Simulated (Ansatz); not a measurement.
The calculation used DFT PBE+D3(BJ), scalar-relativistic, plane waves, PAW in Ansatz 0.2.0. Settings of the last relaxation (9-atom cell): 420 eV, 12×12×4 k points, Gaussian smearing of 0.10 eV, no spin polarisation.

The zero of energy is the elements' standard structures at the same level; no fitted shifts are applied. The references include crystalline Br.

Task: Propose a candidate for a trigonal metal made of Br, S and Ta, with a formation energy near −0.46 eV/atom and about 19 Å³ per atom, in a cell of 9 atoms.

Result: Ta4S4Br, space group P-3m1 (No. 164). Ta on its first site has 6 S at 2.50–2.54 Å; Ta on its second site has 3 S at 2.27 Å and 3 Br at 3.09 Å; around S on its first site lie 3 Ta at 2.27 Å and 3 Ta at 2.54 Å; Br is surrounded by 6 Ta at 3.09 Å; 1 more site not described.

Space group P-3m1 (No. 164). a = 3.614 Å, b = 3.614 Å, c = 14.733 Å, α = 90.00°, β = 90.00°, γ = 120.00°
| atom | site | symmetry | x | y | z |
| --- | --- | --- | --- | --- | --- |
| Ta | 2c | 3m. | 0.0000 | 0.0000 | 0.8137 |
| Ta | 2d | 3m. | 0.3333 | 0.6667 | 0.3455 |
| S | 2d | 3m. | 0.3333 | 0.6667 | 0.7157 |
| S | 2d | 3m. | 0.6667 | 0.3333 | 0.9076 |
| Br | 1b | -3m. | 0.0000 | 0.0000 | 0.5000 |

* Volume per atom: 18.5 Å³
* Density: 9.3 g/cm³
* Energy over the elements: −0.46 eV/atom
* Gap on the 12×12×4 mesh of the 9-atom cell: 0 eV (a metal)

The structure comes from a generated guess, relaxed at this level; another structure or a mixture of phases may lie lower. The answer needn't be unique; the calculation gave this one.

Spin–orbit coupling, which can matter for Ta, is left out. An odd number of electrons in the primitive cell allows no gap without spin; a larger cell or a magnetic state could open one. Symmetry constrained the relaxation, so the result can be a saddle point.
